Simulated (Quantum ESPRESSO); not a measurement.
Mg3O2ClF, finding a planted mistake in a log

Computed values, not a measurement. The program is pw.x of Quantum ESPRESSO 7.5 (plane-wave density functional theory). The cell is made up: 7 atoms on a rocksalt lattice with one site empty, with randomly drawn elements, strain and displacements, not relaxed. PseudoDojo standard norm-conserving files (v0.5 for PBE, v0.4.1 for LDA and PBEsol) set the functional; there is no spin polarisation, spin-orbit coupling or dispersion term, and the masses in the input are unused placeholders.

Intended input:

```
&control calculation='scf', pseudo_dir='./dojo.nc.sr.pbe.v0_5.standard.upf', outdir='./o', disk_io='medium', tprnfor=.true., tstress=.true. /
&system ibrav=0, nat=7, ntyp=4, nbnd=34, ecutwfc=84.00895049, nosym=.true., tot_charge=0,
 occupations='smearing', smearing='fd', degauss=0.0018374661
/
&electrons conv_thr=7.350e-09, electron_maxstep=60, /
ATOMIC_SPECIES
Cl 1.0 Cl.upf
F 1.0 F.upf
Mg 1.0 Mg.upf
O 1.0 O.upf
CELL_PARAMETERS angstrom
4.4081 0.0 0.0
0.0 4.4081 0.0
0.0 0.0 4.4081
ATOMIC_POSITIONS angstrom
Mg -0.0139 -0.0318 -0.1416
Mg 0.0477 2.1855 2.2227
Mg 2.2372 2.2052 -0.0384
O 2.2688 -0.0714 -0.0973
Cl 2.1673 2.2298 2.1266
O 4.4387 -0.0742 2.2422
F 4.3853 2.242 -0.0058
K_POINTS automatic
4 4 4 1 1 1
```

The log is shortened where brackets say so; the opening notice, blank lines, dates and the lines on written files are dropped, and the path of the files is cut. It prints rydbergs, bohrs and kilobars, and counts compression as positive stress. Where no state is partly filled, the Fermi energy that it prints is only some level between the filled and the empty states on the mesh, and need not lie in the true gap.

Log of the intended run:

```
     Program PWSCF v.7.5
     Parallel version (MPI & OpenMP), running on       1 processor cores
     Number of MPI processes:                 1
     Threads/MPI process:                     1
     [start-up lines left out]
     bravais-lattice index     =            0
     lattice parameter (alat)  =       8.3301  a.u.
     unit-cell volume          =     578.0307 (a.u.)^3
     number of atoms/cell      =            7
     number of atomic types    =            4
     number of electrons       =        56.00
     number of Kohn-Sham states=           34
     kinetic-energy cutoff     =      84.0090  Ry
     charge density cutoff     =     336.0358  Ry
     scf convergence threshold =      7.3E-09
     mixing beta               =       0.7000
     number of iterations used =            8  plain     mixing
     Exchange-correlation= PBE
                           (   1   4   3   4   0   0   0)
     [axes and pseudopotential details left out]
   Cartesian axes
     site n.     atom                  positions (alat units)
         1        Mg     tau(   1) = (  -0.0031533  -0.0072140  -0.0321227  )
         2        Mg     tau(   2) = (   0.0108210   0.4957918   0.5042308  )
         3        Mg     tau(   3) = (   0.5075202   0.5002609  -0.0087112  )
         4        O      tau(   4) = (   0.5146889  -0.0161975  -0.0220730  )
         5        Cl     tau(   5) = (   0.4916631   0.5058415   0.4824301  )
         6        O      tau(   6) = (   1.0069418  -0.0168326   0.5086545  )
         7        F      tau(   7) = (   0.9948277   0.5086092  -0.0013158  )
     number of k points=    32  Fermi-Dirac smearing, width (Ry)=  0.0018
                       cart. coord. in units 2pi/alat
        k(    1) = (   0.1250000   0.1250000   0.1250000), wk =   0.0625000
        k(    2) = (   0.1250000   0.1250000   0.3750000), wk =   0.0625000
     [further k points left out]
     Dense  grid:    60245 G-vectors     FFT dimensions: (  50,  50,  50)
     Estimated max dynamical RAM per process >      74.07 MB
     Initial potential from superposition of free atoms
     starting charge      55.9976, renormalised to      56.0000
     Starting wfcs are   31 randomized atomic wfcs +    3 random wfcs
     total cpu time spent up to now is        4.3 secs
     per-process dynamical memory:    52.1 Mb
     Self-consistent Calculation
     iteration #  1     ecut=    84.01 Ry     beta= 0.70
     Davidson diagonalization with overlap
     ethr =  1.00E-02,  avg # of iterations =  5.1
     total cpu time spent up to now is       15.4 secs
     total energy              =    -504.33929665 Ry
     estimated scf accuracy    <       1.59377909 Ry
     iteration #  2     ecut=    84.01 Ry     beta= 0.70
     Davidson diagonalization with overlap
     ethr =  2.85E-03,  avg # of iterations =  4.6
     total cpu time spent up to now is       26.8 secs
     total energy              =    -504.09612946 Ry
     estimated scf accuracy    <       4.63943096 Ry
     [iterations 3 to 9 left out]
     iteration # 10     ecut=    84.01 Ry     beta= 0.70
     Davidson diagonalization with overlap
     ethr =  6.53E-10,  avg # of iterations =  2.1
     total cpu time spent up to now is      112.0 secs
     total energy              =    -505.09829114 Ry
     estimated scf accuracy    <       0.00000002 Ry
     iteration # 11     ecut=    84.01 Ry     beta= 0.70
     Davidson diagonalization with overlap
     ethr =  4.14E-11,  avg # of iterations =  2.3
     total cpu time spent up to now is      121.2 secs
     End of self-consistent calculation
     [lines on levels left out]
     the Fermi energy is     9.0518 ev
!    total energy              =    -505.09829114 Ry
     estimated scf accuracy    <          1.8E-09 Ry
     smearing contrib. (-TS)   =       0.00000000 Ry
     internal energy E=F+TS    =    -505.09829114 Ry
     The total energy is F=E-TS. E is the sum of the following terms:
     one-electron contribution =    -291.75568001 Ry
     hartree contribution      =     158.23751171 Ry
     xc contribution           =     -84.89460199 Ry
     ewald contribution        =    -286.68552085 Ry
     convergence has been achieved in  11 iterations
     Forces acting on atoms (cartesian axes, Ry/au):
     atom    1 type  3   force =     0.00294946   -0.00075102    0.01831824
     atom    2 type  3   force =    -0.06253396   -0.00300959   -0.01076523
     atom    3 type  3   force =     0.00202528   -0.00160976   -0.02370030
     atom    4 type  4   force =    -0.00876159    0.01360422    0.01207505
     atom    5 type  1   force =     0.06176618   -0.00340832    0.02393184
     atom    6 type  4   force =    -0.00259944    0.01329568   -0.01594397
     atom    7 type  2   force =     0.00715407   -0.01812121   -0.00391563
     Total force =     0.102900     Total SCF correction =     0.000070
     Computing stress (Cartesian axis) and pressure
          total   stress  (Ry/bohr**3)                   (kbar)     P=       64.50
   0.00131524  -0.00000138  -0.00003325          193.48       -0.20       -4.89
  -0.00000138  -0.00135775  -0.00000333           -0.20     -199.73       -0.49
  -0.00003325  -0.00000333   0.00135789           -4.89       -0.49      199.75
     init_run     :      4.13s CPU      4.26s WALL (       1 calls)
     electrons    :    109.45s CPU    116.89s WALL (       1 calls)
     forces       :      1.22s CPU      1.25s WALL (       1 calls)
     stress       :      5.46s CPU      5.52s WALL (       1 calls)
     [timing details left out]
     PWSCF        :   2m 0.39s CPU   2m 8.18s WALL
     JOB DONE.
```

A second run was made from an input with one planted mistake. Its log:

```
     Program PWSCF v.7.5
     Parallel version (MPI & OpenMP), running on       1 processor cores
     Number of MPI processes:                 1
     Threads/MPI process:                     1
     [start-up lines left out]
     bravais-lattice index     =            0
     lattice parameter (alat)  =       8.3301  a.u.
     unit-cell volume          =     578.0307 (a.u.)^3
     number of atoms/cell      =            7
     number of atomic types    =            4
     number of electrons       =        56.00
     number of Kohn-Sham states=           34
     kinetic-energy cutoff     =      58.7989  Ry
     charge density cutoff     =     235.1957  Ry
     scf convergence threshold =      7.3E-09
     mixing beta               =       0.7000
     number of iterations used =            8  plain     mixing
     Exchange-correlation= PBE
                           (   1   4   3   4   0   0   0)
     [axes and pseudopotential details left out]
   Cartesian axes
     site n.     atom                  positions (alat units)
         1        Mg     tau(   1) = (  -0.0031533  -0.0072140  -0.0321227  )
         2        Mg     tau(   2) = (   0.0108210   0.4957918   0.5042308  )
         3        Mg     tau(   3) = (   0.5075202   0.5002609  -0.0087112  )
         4        O      tau(   4) = (   0.5146889  -0.0161975  -0.0220730  )
         5        Cl     tau(   5) = (   0.4916631   0.5058415   0.4824301  )
         6        O      tau(   6) = (   1.0069418  -0.0168326   0.5086545  )
         7        F      tau(   7) = (   0.9948277   0.5086092  -0.0013158  )
     number of k points=    32  Fermi-Dirac smearing, width (Ry)=  0.0018
                       cart. coord. in units 2pi/alat
        k(    1) = (   0.1250000   0.1250000   0.1250000), wk =   0.0625000
        k(    2) = (   0.1250000   0.1250000   0.3750000), wk =   0.0625000
     [further k points left out]
     Dense  grid:    35273 G-vectors     FFT dimensions: (  45,  45,  45)
     Estimated max dynamical RAM per process >      46.19 MB
     Check: negative core charge=   -0.000029
     Initial potential from superposition of free atoms
     starting charge      55.9976, renormalised to      56.0000
     Starting wfcs are   31 randomized atomic wfcs +    3 random wfcs
     total cpu time spent up to now is        2.9 secs
     per-process dynamical memory:    35.9 Mb
     Self-consistent Calculation
     iteration #  1     ecut=    58.80 Ry     beta= 0.70
     Davidson diagonalization with overlap
     ethr =  1.00E-02,  avg # of iterations =  5.2
     total cpu time spent up to now is       12.3 secs
     total energy              =    -504.16441868 Ry
     estimated scf accuracy    <       1.57218069 Ry
     iteration #  2     ecut=    58.80 Ry     beta= 0.70
     Davidson diagonalization with overlap
     ethr =  2.81E-03,  avg # of iterations =  4.5
     total cpu time spent up to now is       20.9 secs
     total energy              =    -503.94829970 Ry
     estimated scf accuracy    <       4.43123815 Ry
     [iterations 3 to 9 left out]
     iteration # 10     ecut=    58.80 Ry     beta= 0.70
     Davidson diagonalization with overlap
     ethr =  2.61E-10,  avg # of iterations =  3.1
     total cpu time spent up to now is       78.7 secs
     total energy              =    -504.90615328 Ry
     estimated scf accuracy    <       0.00000006 Ry
     iteration # 11     ecut=    58.80 Ry     beta= 0.70
     Davidson diagonalization with overlap
     ethr =  1.05E-10,  avg # of iterations =  2.0
     total cpu time spent up to now is       86.3 secs
     End of self-consistent calculation
     [lines on levels left out]
     the Fermi energy is     9.0435 ev
!    total energy              =    -504.90615329 Ry
     estimated scf accuracy    <          1.3E-09 Ry
     smearing contrib. (-TS)   =       0.00000000 Ry
     internal energy E=F+TS    =    -504.90615329 Ry
     The total energy is F=E-TS. E is the sum of the following terms:
     one-electron contribution =    -291.13349496 Ry
     hartree contribution      =     157.74411088 Ry
     xc contribution           =     -84.83124835 Ry
     ewald contribution        =    -286.68552086 Ry
     convergence has been achieved in  11 iterations
     Forces acting on atoms (cartesian axes, Ry/au):
     atom    1 type  3   force =     0.00149247   -0.00174526    0.01779824
     atom    2 type  3   force =    -0.06289252   -0.00207633   -0.01025161
     atom    3 type  3   force =     0.00324479   -0.00003880   -0.02377396
     atom    4 type  4   force =    -0.00720855    0.01187393    0.01175199
     atom    5 type  1   force =     0.06196217   -0.00330978    0.02394372
     atom    6 type  4   force =    -0.00255475    0.01172898   -0.01493778
     atom    7 type  2   force =     0.00595639   -0.01643274   -0.00453061
     Total force =     0.102032     Total SCF correction =     0.000024
     Computing stress (Cartesian axis) and pressure
          total   stress  (Ry/bohr**3)                   (kbar)     P=     -321.71
  -0.00131171  -0.00000182  -0.00003294         -192.96       -0.27       -4.85
  -0.00000182  -0.00398712  -0.00000329           -0.27     -586.53       -0.48
  -0.00003294  -0.00000329  -0.00126202           -4.85       -0.48     -185.65
     init_run     :      2.72s CPU      2.81s WALL (       1 calls)
     electrons    :     76.72s CPU     83.42s WALL (       1 calls)
     forces       :      0.68s CPU      0.70s WALL (       1 calls)
     stress       :      3.09s CPU      3.15s WALL (       1 calls)
     [timing details left out]
     PWSCF        :   1m23.52s CPU   1m31.02s WALL
     JOB DONE.
```

Question: what was wrong in the second input?

Answer: the plane-wave cutoff is too low. The input lines that differ, file-writing options aside:

```
- &system ibrav=0, nat=7, ntyp=4, nbnd=34, ecutwfc=84.00895049, nosym=.true., tot_charge=0,
+ &system ibrav=0, nat=7, ntyp=4, nbnd=34, ecutwfc=58.79891548, nosym=.true., tot_charge=0,
```

|  | intended run | run with the mistake |
| --- | --- | --- |
| free energy (eV) | -6872.212 | -6869.598 |
| smearing term -TS (eV) | 0.0000 | 0.0000 |
| pressure (GPa) | 6.45 | -32.17 |
| largest force component (eV/Å) | 1.608 | 1.617 |
| largest change of a force component (eV/Å) |  | 0.044 |
| iterations | 11 | 11 |

For scale, a rerun of the intended cell at 1437 eV and a 6 x 6 x 6 mesh moved values by no more than 0.003 eV in energy, 0.04 GPa in stress and 0.003 eV/Å in force.